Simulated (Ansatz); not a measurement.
Values for one crystal, relaxed and computed with LDA (plane waves, PAW; program Ansatz); other levels are named.

```yaml
volume_per_atom: 20.74 Å³
band_gap: 0.96 eV (indirect)
smallest_direct_gap_on_the_standard_path: 1.11 eV
Formation energy from the elements (no fitted shifts): -0.30 eV/atom
Young's modulus: 48.7 GPa
valence_band_maximum: on the Γ–X line, 73 % of the way from Γ
Electron effective mass with spin–orbit coupling: 0.17, 0.17, 0.24 mₑ (principal values)
```

Question: Pick the material that matches.
A) GeS2, P4_2/nmc (Ge on 2b, S on 4d)
B) ZnHgS2, R3m (Zn on 3a, Hg on 3a, S on 3a, S on 3a)
C) CaGaGeH, P3m1 (Ca on 1b, Ga on 1a, Ge on 1c, H on 1a)
D) TePb2S, R-3m (Te on 3b, Pb on 6c, S on 3a)

Answer: A, GeS2, P4_2/nmc (Ge on 2b, S on 4d)

The first step of the workflow began from a Materials Project structure, measured or hypothetical; the Crystallography Open Database copy checked does not list it. COD files the formula under space group No. 14, 43, 82, 122, 217. Whether it is the stable phase at ambient conditions was not checked. The LDA relaxation kept the symmetry of its start; its stability against distortions is not shown here. A crystal of weakly bound layers computed without a dispersion correction: the cell and the soft elastic constants depend strongly on that. The references are the lowest solids computed at this level, not always the standard phases. Scalar-relativistic: spin–orbit coupling is off unless named, which matters more the heavier the elements.

Potentials: the later of the program's two PAW sets.
